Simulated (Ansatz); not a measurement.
ZnO:
Space group P4₂/mnm (No. 136); a = 5.513 Å, b = 5.513 Å, c = 3.249 Å, α = 90.00°, β = 90.00°, γ = 90.00°

```csv
atom,site,symmetry,x,y,z
Zn,4g,m.2m,0.1818,0.1818,0.5000
O,4f,m.2m,0.3175,0.3175,0.0000
```

Relaxed with r²SCAN. r²SCAN in the plane-wave PAW code Ansatz gives a gap of 1.21 eV.

Q: What gap does HSE06 give on the same cell (Ansatz, PAW)?

A: 2.53 eV, 1.33 eV more. The hybrid was solved on a coarser mesh and at special points; the gap given is the minimum over both.

```
k  v1 r²SCAN  c1 r²SCAN  v1 HSE06  c1 HSE06
-  ---------  ---------  --------  --------
Γ       0.00       1.21      0.00      2.53
Z      -1.37       6.38         …         …
M      -0.79       4.79         …         …
A      -1.39       5.99     -1.41      7.29
R      -1.10       6.50         …         …
X      -0.44       3.64         …         …
```

Q: Top valence (v1) and lowest conduction level (c1) in eV from each method's valence maximum (which need not be a listed point): supply the withheld HSE06 values.

A: 
- Z, v1 HSE06: -1.45
- Z, c1 HSE06: 7.86
- X, v1 HSE06: -0.45
- X, c1 HSE06: 5.01
- M, v1 HSE06: -0.80
- M, c1 HSE06: 6.20
- R, v1 HSE06: -1.09
- R, c1 HSE06: 7.92

Cost on shared cores: the r²SCAN run (SCF on a 5×5×9 mesh, then bands and DOS) roughly 2.0 core-minutes, the HSE06 run (SCF on 3×3×5, then a few points) about 4 core-minutes (a rough figure); the tasks are unlike.

Space group P4_2/mnm. The workflow started from a Materials Project entry (that database holds measured and hypothetical structures alike); the Crystallography Open Database copy checked does not list it. It is not the phase usual at ambient conditions (space group No. 186). The cell was relaxed with r²SCAN under the symmetry of its start; whether a distortion lowers the energy is not shown.

Potentials: the later of the program's two PAW sets.
